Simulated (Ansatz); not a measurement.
**BN: zone-centre modes at 12 GPa**

The calculation used DFT LDA, scalar-relativistic, plane waves, PAW in Ansatz 0.2.0. Plane waves to 420 eV; Γ-centred k mesh 12×12×12; fixed occupations. No spin polarisation. Phonons by linear response, acoustic sum rule imposed.

The cell, relaxed at 12 GPa:
```xyz
2
Lattice="0.0000 1.7734 1.7734 1.7734 0.0000 1.7734 1.7734 1.7734 0.0000" Properties=species:S:1:pos:R:3 pbc="T T T"
B     0.0000    0.0000    0.0000
N     2.6602    2.6602    2.6602
```

(1) Give the high-frequency dielectric tensor ε∞.

(2) Give the Born effective charges.

(3) How large is the static dielectric tensor with the ions free to move, and what share of it is ionic?

Answers

(1)
```
4.54 0.00 0.00
0.00 4.54 0.00
0.00 0.00 4.54
```

(2)
```tsv
atom	Z*xx	Z*yy	Z*zz	mean
B (atom 1)	1.86	1.86	1.86	1.86
N (atom 2)	-1.86	-1.86	-1.86	-1.86
```

(3)
```
6.6 0.0 0.0
0.0 6.6 0.0
0.0 0.0 6.6
```
The ions give 31 % of its trace.

Cost: 1 run of about 0.14 core-minutes, on Intel Xeon Platinum 8488C (Sapphire Rapids) (shared hosts).